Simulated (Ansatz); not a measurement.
A distorted cell of MgO (rock salt):

```
CELL_PARAMETERS angstrom
      0.00000     2.12687     2.12687
      2.12687     0.00000     2.12687
      2.12687     2.12687     0.00000
ATOMIC_POSITIONS crystal
  O  0.03761 0.96239 0.96239
  Mg 0.50000 0.50000 0.50000
```

Level of theory: PBE (plane waves to 420 eV, PAW, scalar-relativistic; Ansatz, a program for electronic structure). k mesh 11×11×11 (Γ-centred), Fermi-Dirac smearing 0.05 eV. E stands for the smeared free energy. Compression counts positive. MgO was relaxed with its symmetry unable to fall.

Question: Predict the force on every atom, in eV/Å.

Answer: 
```
atom      Fx     Fy     Fz
----  ------  -----  -----
O1     0.904  0.000  0.000
Mg2   -0.904  0.000  0.000
```

Question: Give the stress tensor in GPa and the pressure.

Answer: 
```
    7.9      0.0      0.0
    0.0     -0.5      0.0
    0.0      0.0     -0.5
```
The pressure, a third of the trace, is 2.3 GPa.

Question: In it atom 1 sits (-0.160, 0.000, 0.000) Å away from its relaxed site. What is its energy relative to the relaxed cell?

Answer: 66 meV/cell.

(A displaced cell: forces are minus the slopes of the energy, force constants its curvatures, and phonons follow from these.)
